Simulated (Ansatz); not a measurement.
## Vibrational response of LiCl at 6 GPa

Level of theory: DFT LDA, scalar-relativistic, plane waves, PAW in Ansatz 0.2.0. Settings: 420 eV plane-wave cutoff, Γ-centred 8×8×8 mesh, fixed occupations. No spin polarisation. Phonons by linear response, acoustic sum rule imposed.

The cell, relaxed at 6 GPa:
```
CELL_PARAMETERS angstrom
0.00000 2.38925 2.38925
2.38925 0.00000 2.38925
2.38925 2.38925 0.00000
ATOMIC_POSITIONS crystal
Li 0.00000 0.00000 0.00000
Cl 0.50000 0.50000 0.50000
```

Optical modes at Γ (transverse, no macroscopic field); i marks an imaginary frequency:
```json
{"frequency (cm⁻¹)": "307", "degeneracy": "3", "IR intensity of the level ((D/Å)²/amu)": "15.46"}
```

All 3 optical modes at Γ are real: no displacement of atoms at fixed cell lowers the energy to second order. Strains and modes at other wave vectors aren't tested by this run.

```json
{"Electronic dielectric constant ε∞ (principal values)": "3.37", "Static dielectric constant ε0 (principal values)": "7.6", "Refractive index √ε∞, mean": "1.83", "Kohn–Sham gap on the mesh": "6.59 eV", "Cost": "13 s on 1 thread of Arm Neoverse V2, with other jobs on the host, peak memory 0.33 GiB"}
```

Born effective charges (e):
```
       atom Z*xx Z*yy Z*zz mean
Li (atom 1)   1.14   1.14   1.14   1.14
Cl (atom 2)  -1.14  -1.14  -1.14  -1.14
```